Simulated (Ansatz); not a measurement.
LaCl₃ in space group P6_3/m (No. 176; La on 2c, Cl on 6h), plane-wave PAW r²SCAN (Ansatz code). The conduction-band minimum lies on the Γ–A line, 96 % of the way from Γ, with 2 equivalent valleys. Second derivatives d²E/dk² of the lowest band at one valley (eV·Å²), along Cartesian directions:

```tsv
direction	d²E/dk²
[100]	0.7360
[010]	0.7360
[001]	0.5017
[110]	0.7360
[101]	0.6188
[011]	0.6188
```

**Question.** Find the principal effective masses, the density-of-states mass and the conductivity mass.

**Answer.** Off-diagonal terms follow from H_xy = H[110] − (H_xx + H_yy)/2, and m*/mₑ = 7.620 eV·Å² over each eigenvalue: 10, 10, 15. One valley's DOS mass (m₁m₂m₃)^(1/3) = 12, conductivity mass 3/(Σ 1/mᵢ) = 12 mₑ.

**Question.** What effective density of states Nc follows at 300 K for parabolic valleys?

**Answer.** Nc = 2.509e19 × 2 × (12)^(3/2) ≈ 2.1e21 cm⁻³.

The first step of the workflow began from a Materials Project structure, measured or hypothetical; the Crystallography Open Database copy checked does not list it. Its standing as an ambient phase is unchecked. The r²SCAN relaxation kept the symmetry of its start; its stability against distortions is not shown here. Spin–orbit coupling is left out wherever it is not named.

Potentials: the later of the program's two PAW sets.

Edges and masses are those of Kohn–Sham bands, whose gap is no quasiparticle gap.
